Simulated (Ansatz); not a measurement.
# ZrVSi: do energies and stresses tell the same story?

Level of theory: DFT PBEsol, scalar-relativistic, plane waves, PAW in Ansatz 0.2.0.

Settings: cutoff 420 eV, Γ-centred mesh 10×10×6 on the computed 6-atom cell, Gaussian smearing of 0.10 eV; no spin polarisation.

Relaxed cell: P4/nmm, a = 3.649 Å, b = 3.649 Å, c = 7.178 Å, α = 90.00°, β = 90.00°, γ = 90.00°, 6 atoms in the primitive cell. Whether it is the stable form of this composition wasn't checked.

Energies at zero smearing and pressures from the stress tensor, at volumes with shape and atoms relaxed:
```tsv
V (Å³/atom)	E − E(first) (meV/atom)	P (GPa)
14.017	0.00	27.32
14.495	-68.54	18.86
14.973	-113.65	11.60
15.451	-138.67	5.36
15.929	-146.45	0.00
16.407	-139.37	-4.62
16.885	-119.51	-8.59
17.522	-76.20	-13.01
```

Q: Check P = −dE/dV between neighbouring volumes, and get the bulk modulus from the pressures alone.

A: With 1 eV/Å³ = 160.2 GPa:
```tsv
middle V (Å³/atom)	−ΔE/ΔV (GPa)	mean P (GPa)
14.256	22.979	23.092
14.734	15.125	15.230
15.212	8.389	8.480
15.690	2.607	2.681
16.168	-2.372	-2.309
16.646	-6.661	-6.602
17.203	-10.891	-10.799
```

The two differ by 0.11 GPa at most. The mean of two end pressures misses the average over a step by about ΔV² P″/12, up to 0.11 GPa here; with that taken off 0.01 GPa remains. Around V = 15.929 Å³/atom, the two neighbours give B = −V ΔP/ΔV = 15.929 × 9.98 / 0.956 = 166.3 GPa, against B0 = 165.6 GPa from the Birch–Murnaghan fit of the energies.

A ferromagnetic start lost its moments in a first run, so spin was left out; other magnetic orders weren't tried.